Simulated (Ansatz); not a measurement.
The elements of this relaxed trial crystal are hidden behind letters.

```
lattice vectors (Å)
  -2.9739    2.9739    2.9739
   2.9739   -2.9739    2.9739
   2.9739    2.9739   -2.9739
fractional positions
X 0.0000 0.0000 0.0000
Z 0.0000 0.5000 0.5000
Z 0.5000 0.0000 0.5000
Z 0.5000 0.5000 0.0000
```

Method: Ansatz 0.2.0, DFT PBE, scalar-relativistic, plane waves, PAW. Settings of the last relaxation (4-atom cell): 420 eV, 12×12×12 k points, Gaussian smearing of 0.10 eV, collinear spin.

```
Space group                                 : Im-3m (No. 229)
Conventional cell                           : a = 5.948 Å
Volume per atom                             : 26.30 Å³
Density                                     : 6.30 g/cm³
Energy over the elements                    : +0.45 eV/atom
Gap on the 12×12×12 mesh of the 4-atom cell : 0 eV (a metal)
Net moment per atom                         : 0.99 μB
```

Energies are uncorrected and count from the elements' standard states at the same level.

Question: X is a d-block element of period 4 and Z is a p-block element of period 5. Which elements are they?

Answer: X = Mn, Z = In, so the formula is MnIn3. Density times volume gives a mean mass of 6.30 × 26.30/1.6605 = 99.8 u per atom, and this set has 99.8 u. Mn is surrounded by 6 In at 2.97 Å; around In lie 2 Mn at 2.97 Å and 4 In at 2.97 Å. Other sets within the hints have nearly the same mass, so mass alone doesn't settle it; this one was computed.

The magnetic state reached may not be the lowest. A structure relaxed within its symmetry needn't be a true minimum. Another cell of MnIn3 relaxed alike, in P6/mmm, lies 86 meV/atom lower, so this cell isn't the stable form at this level.
